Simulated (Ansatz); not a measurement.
Here is an unrelaxed guess for Ti₃Sb₄.

```yaml
crystal:
  lattice:
    - [5.58083, 0.00000, 0.00000]
    - [0.00000, 5.58083, 0.00000]
    - [0.00000, 0.00000, 5.58083]
  atoms:
    - { symbol: Ti, position: [0.00000, 0.50000, 0.50000] }
    - { symbol: Ti, position: [0.50000, 0.00000, 0.50000] }
    - { symbol: Ti, position: [0.50000, 0.50000, 0.00000] }
    - { symbol: Sb, position: [0.50000, 0.00000, 0.00000] }
    - { symbol: Sb, position: [0.00000, 0.50000, 0.00000] }
    - { symbol: Sb, position: [0.00000, 0.00000, 0.50000] }
    - { symbol: Sb, position: [0.50000, 0.50000, 0.50000] }
```

Level of theory: DFT PBE, scalar-relativistic, plane waves, PAW in Ansatz. Cutoff 420 eV; k points 4×4×4 on the computed 7-atom cell (Γ-centred); Gaussian smearing, width 0.10 eV; no spin polarisation.

Formation energies are uncorrected and refer to the elements' standard structures at the same level.

Problem. Estimate its pressure, forces and energy as it stands.

Solution. The pressure is -1.6 GPa (it wants to contract), the largest force is 0.00 eV/Å (symmetry fixes the atoms), and the energy is −0.21 eV/atom against the elements. The shortest distance is 2.79 Å.

Problem. Is it a good guess?

Solution. A good one: relaxing gains under 0.1 eV/atom (the start's value is from the coarse mesh, so the gain is rough) in 6 ionic steps and ends at −0.22 eV/atom on the finer mesh. The symmetry stays Pm-3m (No. 221). The volume per atom shrinks by 2.1 %, from 24.8 to 24.3 Å³. The shortest distance goes from 2.79 Å (Ti–Sb) to 2.77 Å (Ti–Sb). Conventional cell: a = 5.542 Å. Ti has 6 Sb at 2.77 Å; around Sb on a site of symmetry 4/mmm lie 4 Ti at 2.77 Å; Sb on a site of symmetry m-3m has 6 Ti at 2.77 Å.

The last run used an 8×8×8 mesh for its 7-atom cell and Gaussian smearing of 0.10 eV. Spin–orbit coupling, which can matter for Sb, is left out. The relaxation can't lower the symmetry of the start, and the grade says only how near the guess is to its own end. A structure relaxed within its symmetry needn't be a true minimum.
